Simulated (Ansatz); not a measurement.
CsAs2Ru2:
```xyz
5
Lattice="-2.0275 2.0275 7.4001 2.0275 -2.0275 7.4001 2.0275 2.0275 -7.4001" Properties=species:S:1:pos:R:3 pbc="T T T"
Cs     0.0000     0.0000     0.0000
As     0.0000     0.0000     5.0219
As     0.0000     0.0000     9.7782
Ru     0.0000     2.0275     3.7000
Ru     2.0275     0.0000     3.7000
```

Relaxed with r²SCAN. Special points in fractions of this cell's reciprocal vectors: Γ (0.000, 0.000, 0.000); X (0.000, 0.000, 0.500); P (0.250, 0.250, 0.250); N (0.000, 0.500, 0.000); M (0.500, 0.500, -0.500); S (0.269, 0.731, -0.269); S0 (-0.269, 0.269, 0.269); R (-0.038, 0.038, 0.500); G (0.500, 0.500, -0.038).

Q: List the band energies nearest the Fermi level at these points for r²SCAN in the plane-wave PAW code Ansatz.

A: In eV from the Fermi level; about four levels below and three above (degenerate sets whole), none deeper than 8.9 eV; points with the same levels are listed once.

| k | below | above |
|---|---|---|
| Γ | -2.44 -2.44 -0.64 -0.30 | 0.34 0.91 0.91 |
| X | -1.42 -0.28 -0.15 -0.15 | 0.15 2.12 2.30 |
| P | -0.15 -0.15 -0.08 -0.08 | 2.22 2.22 4.29 |
| N | -1.42 -1.38 -0.71 -0.69 | 2.35 2.67 3.00 |
| M | -3.75 -2.39 -2.39 -0.69 | 0.34 0.46 0.84 |
| S | -1.40 -1.34 -0.78 -0.59 | 2.27 2.94 2.99 |
| R | -1.80 -1.42 -0.44 -0.16 | 0.04 0.20 2.13 |

Space group I4/mmm. The first step of the workflow began from a Materials Project structure, measured or hypothetical; the Crystallography Open Database copy checked does not list it. Its standing as an ambient phase is unchecked. The cell was relaxed with r²SCAN under the symmetry of its start; whether a distortion lowers the energy is not shown. The run is not spin-polarised. Spin–orbit coupling is left out wherever it is not named.

Potentials: the later of the program's two PAW sets.
